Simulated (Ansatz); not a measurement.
An Ansatz (a quantum-chemistry and plane-wave program) input:

Ansatz 0.2 input:
```yaml
crystal:
  lattice:
    - [6.2341665387, 0.0, 0.0]
    - [-3.1170832694, 5.3989465939, 0.0]
    - [0.0, 0.0, 5.735708691]
  atoms:
    - { symbol: Ru, position: [0.0, 0.0, 0.0] }
    - { symbol: Ru, position: [0.0, 0.0, 0.5] }
    - { symbol: Br, position: [0.3203254344, 0.3203254344, 0.25] }
    - { symbol: Br, position: [0.0, 0.3203254344, 0.75] }
    - { symbol: Br, position: [0.6796745656, 0.0, 0.25] }
    - { symbol: Br, position: [0.6796745656, 0.6796745656, 0.75] }
    - { symbol: Br, position: [0.0, 0.6796745656, 0.25] }
    - { symbol: Br, position: [0.3203254344, 0.0, 0.75] }
kpoints:
  mp_grid: { grid: [6, 6, 5] }
  band_path:
    path:
      - [[0.0, 0.0, 0.0], [0.5, 0.0, 0.0], [0.3333333333, 0.3333333333, 0.0], [0.0, 0.0, 0.0], [0.0, 0.0, 0.5], [0.5, 0.0, 0.5], [0.3333333333, 0.3333333333, 0.5], [0.0, 0.0, 0.5]]  # Γ-M-K-Γ-A-L-H-A
      - [[0.5, 0.0, 0.5], [0.5, 0.0, 0.0]]  # L-M
      - [[0.3333333333, 0.3333333333, 0.5], [0.3333333333, 0.3333333333, 0.0]]  # H-K
    npoints: 8
basis: { xc_grid: 2 }
hamiltonian:
  xc: lda
  pseudopotentials: { kind: paw }
magnetization: { noncollinear: true, spin_orbit: true }
scf:
  n_extra_bands: 16
  convergence: { dr2_threshold: 0.0000000001 }
  occupations: { method: gaussian, width: 0.05 }
output: { eigenvalues: true }
```

How many symmetry operations and irreducible k-points will the run report?

24 operations, 21 of 180 k-points.

With a cutoff of 420 eV, how many plane waves at Γ?

3811.

It took around 6 core-minutes (rough) on shared server cores.

Space group P6_3/mcm. The workflow started from an entry of the Crystallography Open Database (COD, 293 K), which files this formula under 2 space groups. Whether it is the stable phase at ambient conditions was not checked. The cell was relaxed with LDA under the symmetry of its start; its stability against distortions is not shown here. The run is not spin-polarised. A crystal of weakly bound chains computed without a dispersion correction: the cell and the soft elastic constants depend strongly on that.

Potentials: the later of the program's two PAW sets.

Ansatz is a plane-wave DFT program.
